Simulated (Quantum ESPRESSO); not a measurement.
AlZn2S3Cl, finding a planted mistake in a log

Simulated, not a measurement. The program is pw.x of Quantum ESPRESSO 7.5 (plane-wave density functional theory). The cell is made up: 7 atoms on a zincblende/diamond lattice with one site empty, with randomly drawn elements, strain and displacements, not relaxed. PseudoDojo standard norm-conserving files (v0.5 for PBE, v0.4.1 for LDA and PBEsol) set the functional; there is no spin polarisation, spin-orbit coupling or dispersion term, and the masses in the input are unused placeholders.

Intended input:

```
&control calculation='scf', pseudo_dir='./dojo.nc.sr.pbe.v0_5.standard.upf', outdir='./o', disk_io='medium', tprnfor=.true., tstress=.true. /
&system ibrav=0, nat=7, ntyp=4, nbnd=40, ecutwfc=84.00895049, nosym=.true., tot_charge=0,
 occupations='smearing', smearing='fd', degauss=0.0018374661
/
&electrons conv_thr=7.350e-09, electron_maxstep=60, /
ATOMIC_SPECIES
Al 1.0 Al.upf
Cl 1.0 Cl.upf
S 1.0 S.upf
Zn 1.0 Zn.upf
CELL_PARAMETERS angstrom
5.4619 0.0 0.0
0.0 5.4619 0.0
0.0 0.0 5.4619
ATOMIC_POSITIONS angstrom
Al 0.1334 0.0886 0.1331
Zn 0.0985 2.69 2.7494
Zn 2.7499 -0.0697 2.7675
S 1.2709 1.4439 1.4211
S 1.3873 4.0034 4.2005
S 4.0486 1.4597 4.0601
Cl 4.176 3.9751 1.4503
K_POINTS automatic
4 4 4 1 1 1
```

The log is shortened where brackets say so; the opening notice, blank lines, dates and the lines on written files are dropped, and the path of the files is cut. It prints rydbergs, bohrs and kilobars, and counts compression as positive stress. Where no state is partly filled, the Fermi energy that it prints is only some level between the filled and the empty states on the mesh, and need not lie in the true gap.

Log of the intended run:

```
     Program PWSCF v.7.5
     Parallel version (MPI & OpenMP), running on       1 processor cores
     Number of MPI processes:                 1
     Threads/MPI process:                     1
     [start-up lines left out]
     bravais-lattice index     =            0
     lattice parameter (alat)  =      10.3215  a.u.
     unit-cell volume          =    1099.5825 (a.u.)^3
     number of atoms/cell      =            7
     number of atomic types    =            4
     number of electrons       =        68.00
     number of Kohn-Sham states=           40
     kinetic-energy cutoff     =      84.0090  Ry
     charge density cutoff     =     336.0358  Ry
     scf convergence threshold =      7.3E-09
     mixing beta               =       0.7000
     number of iterations used =            8  plain     mixing
     Exchange-correlation= PBE
                           (   1   4   3   4   0   0   0)
     [axes and pseudopotential details left out]
   Cartesian axes
     site n.     atom                  positions (alat units)
         1        Al     tau(   1) = (   0.0244237   0.0162215   0.0243688  )
         2        Zn     tau(   2) = (   0.0180340   0.4925026   0.5033779  )
         3        Zn     tau(   3) = (   0.5034695  -0.0127611   0.5066918  )
         4        S      tau(   4) = (   0.2326846   0.2643586   0.2601842  )
         5        S      tau(   5) = (   0.2539959   0.7329684   0.7690547  )
         6        S      tau(   6) = (   0.7412439   0.2672513   0.7433494  )
         7        Cl     tau(   7) = (   0.7645691   0.7277870   0.2655303  )
     number of k points=    32  Fermi-Dirac smearing, width (Ry)=  0.0018
                       cart. coord. in units 2pi/alat
        k(    1) = (   0.1250000   0.1250000   0.1250000), wk =   0.0625000
        k(    2) = (   0.1250000   0.1250000   0.3750000), wk =   0.0625000
     [further k points left out]
     Dense  grid:   114425 G-vectors     FFT dimensions: (  64,  64,  64)
     Estimated max dynamical RAM per process >     153.43 MB
     Initial potential from superposition of free atoms
     starting charge      67.9972, renormalised to      68.0000
     Starting wfcs are   40 randomized atomic wfcs
     total cpu time spent up to now is       20.2 secs
     per-process dynamical memory:   111.8 Mb
     Self-consistent Calculation
     iteration #  1     ecut=    84.01 Ry     beta= 0.70
     Davidson diagonalization with overlap
     ethr =  1.00E-02,  avg # of iterations =  4.2
     Threshold (ethr) on eigenvalues was too large:
     Diagonalizing with lowered threshold
     Davidson diagonalization with overlap
     ethr =  7.10E-04,  avg # of iterations =  1.1
     total cpu time spent up to now is      124.5 secs
     total energy              =    -939.82384730 Ry
     estimated scf accuracy    <       0.46653297 Ry
     iteration #  2     ecut=    84.01 Ry     beta= 0.70
     Davidson diagonalization with overlap
     ethr =  6.86E-04,  avg # of iterations =  3.8
     total cpu time spent up to now is      180.9 secs
     total energy              =    -939.94365492 Ry
     estimated scf accuracy    <       0.31934807 Ry
     [iterations 3 to 8 left out]
     iteration #  9     ecut=    84.01 Ry     beta= 0.70
     Davidson diagonalization with overlap
     ethr =  1.84E-10,  avg # of iterations =  2.8
     total cpu time spent up to now is      511.4 secs
     total energy              =    -940.01322859 Ry
     estimated scf accuracy    <       0.00000002 Ry
     iteration # 10     ecut=    84.01 Ry     beta= 0.70
     Davidson diagonalization with overlap
     ethr =  3.31E-11,  avg # of iterations =  2.6
     total cpu time spent up to now is      557.8 secs
     End of self-consistent calculation
     [lines on levels left out]
     the Fermi energy is     5.7598 ev
!    total energy              =    -940.01322860 Ry
     estimated scf accuracy    <          2.1E-09 Ry
     smearing contrib. (-TS)   =       0.00000000 Ry
     internal energy E=F+TS    =    -940.01322860 Ry
     The total energy is F=E-TS. E is the sum of the following terms:
     one-electron contribution =    -883.68930506 Ry
     hartree contribution      =     454.00355884 Ry
     xc contribution           =    -119.73269221 Ry
     ewald contribution        =    -390.59479017 Ry
     convergence has been achieved in  10 iterations
     Forces acting on atoms (cartesian axes, Ry/au):
     atom    1 type  1   force =    -0.02523629   -0.00625673   -0.08085522
     atom    2 type  4   force =    -0.01122720   -0.00293343    0.06853632
     atom    3 type  4   force =    -0.02135499    0.02847235    0.03615942
     atom    4 type  3   force =     0.05629750   -0.04748872   -0.03043576
     atom    5 type  3   force =    -0.00792338    0.03737914    0.01534924
     atom    6 type  3   force =     0.01767074   -0.04673065    0.03356710
     atom    7 type  2   force =    -0.00822638    0.03755803   -0.04232110
     Total force =     0.171925     Total SCF correction =     0.000187
     Computing stress (Cartesian axis) and pressure
          total   stress  (Ry/bohr**3)                   (kbar)     P=      -22.09
  -0.00008120  -0.00004281  -0.00006980          -11.95       -6.30      -10.27
  -0.00004281  -0.00019134   0.00006217           -6.30      -28.15        9.14
  -0.00006980   0.00006217  -0.00017804          -10.27        9.14      -26.19
     init_run     :     19.58s CPU     19.93s WALL (       1 calls)
     electrons    :    525.06s CPU    537.63s WALL (       1 calls)
     forces       :      6.48s CPU      6.57s WALL (       1 calls)
     stress       :     23.42s CPU     23.54s WALL (       1 calls)
     [timing details left out]
     PWSCF        :   9m34.95s CPU   9m48.45s WALL
     JOB DONE.
```

A second run was made from an input with one planted mistake. Its log:

```
     Program PWSCF v.7.5
     Parallel version (MPI & OpenMP), running on       1 processor cores
     Number of MPI processes:                 1
     Threads/MPI process:                     1
     [start-up lines left out]
     bravais-lattice index     =            0
     lattice parameter (alat)  =      10.3215  a.u.
     unit-cell volume          =    1099.5825 (a.u.)^3
     number of atoms/cell      =            7
     number of atomic types    =            4
     number of electrons       =        68.00
     number of Kohn-Sham states=           40
     kinetic-energy cutoff     =      46.7451  Ry
     charge density cutoff     =     186.9806  Ry
     scf convergence threshold =      7.3E-09
     mixing beta               =       0.7000
     number of iterations used =            8  plain     mixing
     Exchange-correlation= PBE
                           (   1   4   3   4   0   0   0)
     [axes and pseudopotential details left out]
   Cartesian axes
     site n.     atom                  positions (alat units)
         1        Al     tau(   1) = (   0.0244237   0.0162215   0.0243688  )
         2        Zn     tau(   2) = (   0.0180340   0.4925026   0.5033779  )
         3        Zn     tau(   3) = (   0.5034695  -0.0127611   0.5066918  )
         4        S      tau(   4) = (   0.2326846   0.2643586   0.2601842  )
         5        S      tau(   5) = (   0.2539959   0.7329684   0.7690547  )
         6        S      tau(   6) = (   0.7412439   0.2672513   0.7433494  )
         7        Cl     tau(   7) = (   0.7645691   0.7277870   0.2655303  )
     number of k points=    32  Fermi-Dirac smearing, width (Ry)=  0.0018
                       cart. coord. in units 2pi/alat
        k(    1) = (   0.1250000   0.1250000   0.1250000), wk =   0.0625000
        k(    2) = (   0.1250000   0.1250000   0.3750000), wk =   0.0625000
     [further k points left out]
     Dense  grid:    47401 G-vectors     FFT dimensions: (  45,  45,  45)
     Estimated max dynamical RAM per process >      64.59 MB
     Check: negative core charge=   -0.000170
     Initial potential from superposition of free atoms
     starting charge      67.9972, renormalised to      68.0000
     Starting wfcs are   40 randomized atomic wfcs
     total cpu time spent up to now is        7.9 secs
     per-process dynamical memory:    39.3 Mb
     Self-consistent Calculation
     iteration #  1     ecut=    46.75 Ry     beta= 0.70
     Davidson diagonalization with overlap
     ethr =  1.00E-02,  avg # of iterations =  4.1
     total cpu time spent up to now is       30.9 secs
     total energy              =    -937.41062482 Ry
     estimated scf accuracy    <       0.96805895 Ry
     iteration #  2     ecut=    46.75 Ry     beta= 0.70
     Davidson diagonalization with overlap
     ethr =  1.42E-03,  avg # of iterations =  2.4
     total cpu time spent up to now is       52.5 secs
     total energy              =    -937.70249378 Ry
     estimated scf accuracy    <       0.64195410 Ry
     [iterations 3 to 8 left out]
     iteration #  9     ecut=    46.75 Ry     beta= 0.70
     Davidson diagonalization with overlap
     ethr =  4.46E-10,  avg # of iterations =  2.0
     total cpu time spent up to now is      188.3 secs
     total energy              =    -937.83919418 Ry
     estimated scf accuracy    <       0.00000004 Ry
     iteration # 10     ecut=    46.75 Ry     beta= 0.70
     Davidson diagonalization with overlap
     ethr =  6.38E-11,  avg # of iterations =  2.1
     total cpu time spent up to now is      206.2 secs
     End of self-consistent calculation
     [lines on levels left out]
     the Fermi energy is     5.6474 ev
!    total energy              =    -937.83919419 Ry
     estimated scf accuracy    <          3.7E-09 Ry
     smearing contrib. (-TS)   =       0.00000000 Ry
     internal energy E=F+TS    =    -937.83919419 Ry
     The total energy is F=E-TS. E is the sum of the following terms:
     one-electron contribution =    -875.72896419 Ry
     hartree contribution      =     447.50732654 Ry
     xc contribution           =    -119.02276635 Ry
     ewald contribution        =    -390.59479019 Ry
     convergence has been achieved in  10 iterations
     Forces acting on atoms (cartesian axes, Ry/au):
     atom    1 type  1   force =    -0.02774357   -0.00540611   -0.08225039
     atom    2 type  4   force =    -0.00053509   -0.00734838    0.07196122
     atom    3 type  4   force =    -0.02267725    0.02632587    0.04440330
     atom    4 type  3   force =     0.05338690   -0.04536817   -0.03189118
     atom    5 type  3   force =    -0.01008406    0.03836297    0.01217169
     atom    6 type  3   force =     0.01657055   -0.04556300    0.03058125
     atom    7 type  2   force =    -0.00891748    0.03899681   -0.04497590
     Total force =     0.174733     Total SCF correction =     0.000232
     Computing stress (Cartesian axis) and pressure
          total   stress  (Ry/bohr**3)                   (kbar)     P=    -1601.04
  -0.01081682  -0.00005616  -0.00006881        -1591.21       -8.26      -10.12
  -0.00005616  -0.01093454   0.00005996           -8.26    -1608.53        8.82
  -0.00006881   0.00005996  -0.01089963          -10.12        8.82    -1603.39
     init_run     :      7.22s CPU      7.66s WALL (       1 calls)
     electrons    :    196.44s CPU    198.29s WALL (       1 calls)
     forces       :      3.00s CPU      3.02s WALL (       1 calls)
     stress       :     10.13s CPU     10.20s WALL (       1 calls)
     [timing details left out]
     PWSCF        :   3m37.10s CPU   3m39.65s WALL
     JOB DONE.
```

Question: what was wrong in the second input?

Answer: the plane-wave cutoff is too low. The input lines that differ, file-writing options aside:

```
- &system ibrav=0, nat=7, ntyp=4, nbnd=40, ecutwfc=84.00895049, nosym=.true., tot_charge=0,
+ &system ibrav=0, nat=7, ntyp=4, nbnd=40, ecutwfc=46.74513781, nosym=.true., tot_charge=0,
```

|  | intended run | run with the mistake |
| --- | --- | --- |
| free energy (eV) | -12789.532 | -12759.952 |
| smearing term -TS (eV) | 0.0000 | 0.0000 |
| pressure (GPa) | -2.21 | -160.10 |
| largest force component (eV/Å) | 2.079 | 2.115 |
| largest change of a force component (eV/Å) |  | 0.275 |
| iterations | 10 | 10 |

For scale, a rerun of the intended cell at 1437 eV and a 6 x 6 x 6 mesh moved values by no more than 0.002 eV in energy, 0.02 GPa in stress and 0.002 eV/Å in force.